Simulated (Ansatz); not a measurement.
# Calculated with Ansatz: LaGe$_{2}$B$_{2}$, relaxation

Run with:

```bash
ansatz run input.yaml --threads 2 --pin off --max-ram 3584MiB --backend cpu --events-out ev --progress --plain --runs-dir out
```

Input:

```yaml
crystal:
  lattice:
    - [6.106624, 0.0, 0.0]
    - [0.0, 6.106624, 0.0]
    - [0.0, 0.0, 4.048982]
  atoms:
    - { symbol: Ge, position: [0.163, 0.663, 0.5] }
    - { symbol: Ge, position: [0.337, 0.163, 0.5] }
    - { symbol: Ge, position: [0.837, 0.337, 0.5] }
    - { symbol: Ge, position: [0.663, 0.837, 0.5] }
    - { symbol: B, position: [0.364, 0.864, 0.5] }
    - { symbol: B, position: [0.136, 0.364, 0.5] }
    - { symbol: B, position: [0.636, 0.136, 0.5] }
    - { symbol: B, position: [0.864, 0.636, 0.5] }
    - { symbol: La, position: [0.0, 0.0, 0.0] }
    - { symbol: La, position: [0.5, 0.5, 0.0] }
  symmetry: { tolerance: 0.0003 }
kpoints:
  mp_grid: { grid: [5, 5, 8], shift: [0, 0, 0] }
magnetization:
  spin_polarized: false
scf:
  occupations: { method: cold, width: 0.287 }
  lower_state_search: "off"
hamiltonian:
  pseudopotentials: { kind: paw }
  xc: pbe
basis:
  ecutwfc: 420
  fft_grid_basis: typed
relax:
  max_steps: 60
  cell: { p_target: 0.0 }
output:
  forces: true
  stress: true
  eigenvalues: true
  bader: true
  populations: true
  elf: true
  write_potential: true
  volumetric_format: npy
  dos:
    e_range: [-12, 8]
    de: 0.05
    projected: { site_lists: { B: [B], Ge: [Ge], La: [La] } }
  write_density: true
checkpoint:
  read: saved_state
```

Origin of the cell: a known structure type with other elements, at an estimated volume, so it need not be a known compound.

The saved state is a converged single point of the same cell.

Steps («new basis» is an SCF on plane waves selected anew at the same cell):

| step | ΔF (meV/atom) | max force component (eV/Å) | P (GPa) | volume (Å³) | SCF iterations | step was |
| --- | --- | --- | --- | --- | --- | --- |
| 1 | 0.0 | 0.628 | 45.11 | 150.99 | 8 | accepted |
| 2 | -466.6 | 0.681 | 20.31 | 168.04 | 8 | accepted |
| 3 | -697.2 | 0.251 | 4.94 | 179.16 | 8 | accepted |
| 4 | -715.0 | 0.145 | 0.79 | 182.20 | 7 | accepted |
| 5 | -716.1 | 0.054 | 0.28 | 182.29 | 6 | accepted |
| 6 | -716.0 | 0.095 | 0.10 | 182.67 | 6 | rejected |
| 7 | -716.2 | 0.009 | 0.14 | 182.54 | 9 | accepted |
| 8 | -716.1 | 0.002 | -0.01 | 183.04 | 6 | accepted |
| 9 | -723.7 | 0.006 | 0.58 | 183.04 | 10 | new basis |
| 10 | -723.8 | 0.000 | 0.03 | 183.82 | 6 | accepted |
| 11 | -723.9 | 0.000 | 0.03 | 183.82 | 7 | new basis |

Step 1, with forces in eV/Å:

```xyz
10
Lattice="6.107 0.000 0.000 0.000 6.107 0.000 0.000 0.000 4.049" Properties=species:S:1:pos:R:3:forces:R:3 pbc="T T T" step=1
Ge    0.995    4.049    2.024   -0.538   -0.538    0.000
Ge    2.058    0.995    2.024    0.538   -0.538    0.000
Ge    5.111    2.058    2.024    0.538    0.538    0.000
Ge    4.049    5.111    2.024   -0.538    0.538    0.000
B     2.223    5.276    2.024   -0.628   -0.628    0.000
B     0.831    2.223    2.024    0.628   -0.628    0.000
B     3.884    0.831    2.024    0.628    0.628    0.000
B     5.276    3.884    2.024   -0.628    0.628    0.000
La    0.000    0.000    0.000    0.000    0.000    0.000
La    3.053    3.053    0.000    0.000    0.000    0.000
```

Step 2, with forces in eV/Å:

```xyz
10
Lattice="6.404 0.000 0.000 0.000 6.404 0.000 0.000 0.000 4.098" Properties=species:S:1:pos:R:3:forces:R:3 pbc="T T T" step=2
Ge    1.014    4.216    2.049   -0.507   -0.507    0.000
Ge    2.188    1.014    2.049    0.507   -0.507    0.000
Ge    5.390    2.188    2.049    0.507    0.507    0.000
Ge    4.216    5.390    2.049   -0.507    0.507    0.000
B     2.302    5.504    2.049   -0.681   -0.681    0.000
B     0.900    2.302    2.049    0.681   -0.681    0.000
B     4.102    0.900    2.049    0.681    0.681    0.000
B     5.504    4.102    2.049   -0.681    0.681    0.000
La    0.000    0.000    0.000    0.000    0.000    0.000
La    3.202    3.202    0.000    0.000    0.000    0.000
```

Step 3, with forces in eV/Å:

```xyz
10
Lattice="6.706 0.000 0.000 0.000 6.706 0.000 0.000 0.000 3.984" Properties=species:S:1:pos:R:3:forces:R:3 pbc="T T T" step=3
Ge    0.984    4.337    1.992   -0.251   -0.251    0.000
Ge    2.369    0.984    1.992    0.251   -0.251    0.000
Ge    5.722    2.369    1.992    0.251    0.251    0.000
Ge    4.337    5.722    1.992   -0.251    0.251    0.000
B     2.329    5.682    1.992   -0.109   -0.109    0.000
B     1.024    2.329    1.992    0.109   -0.109    0.000
B     4.377    1.024    1.992    0.109    0.109    0.000
B     5.682    4.377    1.992   -0.109    0.109    0.000
La    0.000    0.000    0.000    0.000    0.000    0.000
La    3.353    3.353    0.000    0.000    0.000    0.000
```

Step 4, with forces in eV/Å:

```xyz
10
Lattice="6.810 0.000 0.000 0.000 6.810 0.000 0.000 0.000 3.929" Properties=species:S:1:pos:R:3:forces:R:3 pbc="T T T" step=4
Ge    0.963    4.368    1.964   -0.001   -0.001    0.000
Ge    2.441    0.963    1.964    0.001   -0.001    0.000
Ge    5.846    2.441    1.964    0.001    0.001    0.000
Ge    4.368    5.846    1.964   -0.001    0.001    0.000
B     2.331    5.736    1.964    0.145    0.145    0.000
B     1.074    2.331    1.964   -0.145    0.145    0.000
B     4.479    1.074    1.964   -0.145   -0.145    0.000
B     5.736    4.479    1.964    0.145   -0.145    0.000
La    0.000    0.000    0.000    0.000    0.000    0.000
La    3.405    3.405    0.000    0.000    0.000    0.000
```

Step 5, with forces in eV/Å:

```xyz
10
Lattice="6.829 0.000 0.000 0.000 6.829 0.000 0.000 0.000 3.909" Properties=species:S:1:pos:R:3:forces:R:3 pbc="T T T" step=5
Ge    0.974    4.388    1.955   -0.040   -0.040    0.000
Ge    2.441    0.974    1.955    0.040   -0.040    0.000
Ge    5.855    2.441    1.955    0.040    0.040    0.000
Ge    4.388    5.855    1.955   -0.040    0.040    0.000
B     2.347    5.761    1.955    0.054    0.054    0.000
B     1.068    2.347    1.955   -0.054    0.054    0.000
B     4.482    1.068    1.955   -0.054   -0.054    0.000
B     5.761    4.482    1.955    0.054   -0.054    0.000
La    0.000    0.000    0.000    0.000    0.000    0.000
La    3.414    3.414    0.000    0.000    0.000    0.000
```

Step 7, with forces in eV/Å:

```xyz
10
Lattice="6.832 0.000 0.000 0.000 6.832 0.000 0.000 0.000 3.911" Properties=species:S:1:pos:R:3:forces:R:3 pbc="T T T" step=7
Ge    0.974    4.390    1.956   -0.001   -0.001    0.000
Ge    2.442    0.974    1.956    0.001   -0.001    0.000
Ge    5.858    2.442    1.956    0.001    0.001    0.000
Ge    4.390    5.858    1.956   -0.001    0.001    0.000
B     2.349    5.765    1.956    0.009    0.009    0.000
B     1.067    2.349    1.956   -0.009    0.009    0.000
B     4.483    1.067    1.956   -0.009   -0.009    0.000
B     5.765    4.483    1.956    0.009   -0.009    0.000
La    0.000    0.000    0.000    0.000    0.000    0.000
La    3.416    3.416    0.000    0.000    0.000    0.000
```

Step 9, with forces in eV/Å:

```xyz
10
Lattice="6.834 0.000 0.000 0.000 6.834 0.000 0.000 0.000 3.920" Properties=species:S:1:pos:R:3:forces:R:3 pbc="T T T" step=9
Ge    0.975    4.392    1.960   -0.006   -0.006    0.000
Ge    2.442    0.975    1.960    0.006   -0.006    0.000
Ge    5.859    2.442    1.960    0.006    0.006    0.000
Ge    4.392    5.859    1.960   -0.006    0.006    0.000
B     2.350    5.767    1.960    0.003    0.003    0.000
B     1.066    2.350    1.960   -0.003    0.003    0.000
B     4.483    1.066    1.960   -0.003   -0.003    0.000
B     5.767    4.483    1.960    0.003   -0.003    0.000
La    0.000    0.000    0.000    0.000    0.000    0.000
La    3.417    3.417    0.000    0.000    0.000    0.000
```

Step 11, with forces in eV/Å:

```xyz
10
Lattice="6.848 0.000 0.000 0.000 6.848 0.000 0.000 0.000 3.919" Properties=species:S:1:pos:R:3:forces:R:3 pbc="T T T" step=11
Ge    0.977    4.401    1.960    0.000    0.000    0.000
Ge    2.447    0.977    1.960    0.000    0.000    0.000
Ge    5.872    2.447    1.960    0.000    0.000    0.000
Ge    4.401    5.872    1.960    0.000    0.000    0.000
B     2.356    5.780    1.960    0.000    0.000    0.000
B     1.069    2.356    1.960    0.000    0.000    0.000
B     4.493    1.069    1.960    0.000    0.000    0.000
B     5.780    4.493    1.960    0.000    0.000    0.000
La    0.000    0.000    0.000    0.000    0.000    0.000
La    3.424    3.424    0.000    0.000    0.000    0.000
```

```yaml
Free_energy_lowered_by: 723.9 meV/atom
Volume_change: 21.74 %
Final_pressure: 0.03 GPa
Relaxation_steps_listed: 11
```

Caveats: no dispersion correction, so spacings can come out too large where layers or molecules are weakly bound; no spin-orbit coupling, though heavy elements are present; the relaxation held the start's symmetry, so the end may be a saddle point; wide smearing.

The run took 320 s of wall time on 2 CPU thread(s) of a shared host, from a saved density.
